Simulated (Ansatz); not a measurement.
# Ti3SiPd: rattling a relaxed structure

The cell was found from a proposed guess, not taken from experiment.

The calculation used DFT PBE, scalar-relativistic, plane waves, PAW (Ansatz). Cutoff 420 eV; k points 6×6×10 on the computed 10-atom cell (Γ-centred); Gaussian smearing, width 0.10 eV; no spin polarisation.

The cell below (10 atoms, space group Cmmm (No. 65)) is relaxed within its symmetry.

```
Ti Si Pd
1.0
     4.76513   -4.87723    0.00000
     4.76513    4.87723    0.00000
     0.00000    0.00000    3.48496
Ti Si Pd
6 2 2
Direct
  0.16199 0.83801 0.50000
  0.83801 0.16199 0.50000
  0.32220 0.32220 0.50000
  0.67780 0.67780 0.50000
  0.00000 0.50000 0.00000
  0.50000 0.00000 0.00000
  0.12785 0.12785 0.00000
  0.87215 0.87215 0.00000
  0.36655 0.63345 0.00000
  0.63345 0.36655 0.00000
```

For the test it was strained at random (σ = 1.5 % a component), the atoms were moved at random (σ = 0.15 Å), and all was relaxed again on a coarse 6×4×4 mesh (in the run’s order of axes) with 0.20 eV smearing, with no symmetry imposed.

Problem. What happens?

Solution. It returns, within 1 meV/atom of the unmoved cell on that mesh and with the same symmetry when read at 0.1 Å. So it is stable against the distortions that fit this cell and that this random move excites. Modes that don't fit the cell aren't tested.
